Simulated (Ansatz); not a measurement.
Total density of states per atom from plane-wave PAW r²SCAN (Ansatz code), in 0.25 eV bins, energy from the Fermi level:

| E (eV) | states/eV/atom |
|---|---|
| -7.85 | 0.10 |
| -7.60 | 0.08 |
| -7.35 | 0.06 |
| -7.10 | 0.05 |
| -6.85 | 0.05 |
| -6.60 | 0.04 |
| -6.35 | 0.04 |
| -6.10 | 0.04 |
| -5.85 | 0.09 |
| -5.60 | 0.34 |
| -5.35 | 0.75 |
| -5.10 | 0.53 |
| -4.85 | 0.40 |
| -4.60 | 0.38 |
| -4.35 | 0.53 |
| -4.10 | 1.05 |
| -3.85 | 1.49 |
| -3.60 | 1.89 |
| -3.35 | 1.31 |
| -3.10 | 1.32 |
| -2.85 | 1.80 |
| -2.60 | 1.00 |
| -2.35 | 0.72 |
| -2.10 | 0.63 |
| -1.85 | 0.62 |
| -1.60 | 0.94 |
| -1.35 | 0.73 |
| -1.10 | 0.69 |
| -0.85 | 0.58 |
| -0.60 | 0.47 |
| -0.35 | 0.47 |
| -0.10 | 0.47 |
| 0.15 | 0.27 |
| 0.40 | 0.18 |
| 0.65 | 0.21 |
| 0.90 | 0.23 |
| 1.15 | 0.13 |
| 1.40 | 0.34 |
| 1.65 | 0.37 |
| 1.90 | 0.44 |
| 2.15 | 0.37 |
| 2.40 | 0.48 |
| 2.65 | 0.54 |
| 2.90 | 0.72 |
| 3.15 | 0.84 |
| 3.40 | 1.04 |
| 3.65 | 0.89 |
| 3.90 | 0.60 |
| 4.15 | 0.59 |
| 4.40 | 0.44 |
| 4.65 | 0.51 |

Question: Pick the material that matches.
A. CaCu2S2, P-3m1 (Cu on 2d, Ca on 1a, S on 2d)
B. LaSF, P4/nmm (La on 2c, S on 2c, F on 2a)
C. ZrCuGe2, P4/nmm (Zr on 2c, Cu on 2b, Ge on 2a, Ge on 2c)
D. NiGePd, P4/nmm (Ni on 2a, Ge on 2c, Pd on 2c)

Answer: C, ZrCuGe2, P4/nmm (Zr on 2c, Cu on 2b, Ge on 2a, Ge on 2c). Within 0.5 eV of the Fermi level: Zr 4d 47 %, Ge 4p 35 %, Cu 3d 10 %. Projections are on Löwdin-orthogonalised atomic valence shells; empty p or d shells of many metals are not among them.

The workflow started from a Materials Project entry (that database holds measured and hypothetical structures alike); the Crystallography Open Database copy checked does not list it. Its standing as an ambient phase is unchecked. The r²SCAN relaxation kept the symmetry of its start; whether a distortion lowers the energy is not shown. No spin polarisation was allowed. Spin–orbit coupling is left out wherever it is not named.

Potentials: the later of the program's two PAW sets.
